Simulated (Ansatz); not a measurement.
**Two-dimensional PbS, first-principles data**

PbS:
```
CELL_PARAMETERS angstrom
      3.89662     0.00000     0.00000
     -1.94831     3.37457     0.00000
      0.00000     0.00000    29.00000
ATOMIC_POSITIONS crystal
  Pb 0.00000 0.00000 0.47516
  S  0.33333 0.66667 0.52484
```
The layer is periodic in x and y and isolated along z.

Method: the program Ansatz at the r²SCAN+D4 level (PAW). Lattice and atoms are relaxed at this level; other levels are named.

### Structure

```yaml
In-plane lattice: a = 3.897 Å
distance_between_the_outermost_nuclei: 1.44 Å
exfoliation_energy_from_the_relaxed_bulk_parent: 43 meV/Å²
```

### Electronic structure

```yaml
band_gap: 2.57 eV (indirect)
valence_band_maximum: on the K–Γ line, 66 % of the way from K
conduction_band_minimum: at Γ
Ionisation potential (Kohn–Sham): 7.17 from the upper, 4.93 eV from the lower vacuum level
Electron affinity (Kohn–Sham): 4.60 from the upper, 2.36 eV from the lower vacuum level
Electron effective mass, in the valley at Γ: 0.27 mₑ
Hole effective mass, in the valley on the K–Γ line, 66 % of the way from K: 4.0 along x, 2.5 along y (mₑ)
Hole effective mass with spin–orbit coupling, in the valley on the K–Γ line, 62 % of the way from K: 6.5 along x, 2.5 along y (mₑ)
step_of_the_vacuum_level_across_the_layer: 2.24 eV
Gap with spin–orbit coupling: 2.44 eV
HSE06 gap on the r²SCAN+D4 cell: 2.91 eV
HSE06 gap with spin–orbit coupling on the r²SCAN+D4 cell: 2.80 eV
```

### Charges

```yaml
bader_charges: Pb +0.78, S -0.78 e
```

Space group P3m1 (buckled honeycomb). The layer was cut from a bulk entry of the Materials Project (measured or hypothetical); whether that bulk phase is the ambient one, and whether the layer has been isolated, was not checked. The r²SCAN+D4 relaxation kept the symmetry of its start; whether a distortion lowers the energy is not shown. Spin–orbit coupling is left out wherever it is not named.

Potentials: the later of the program's two PAW sets.
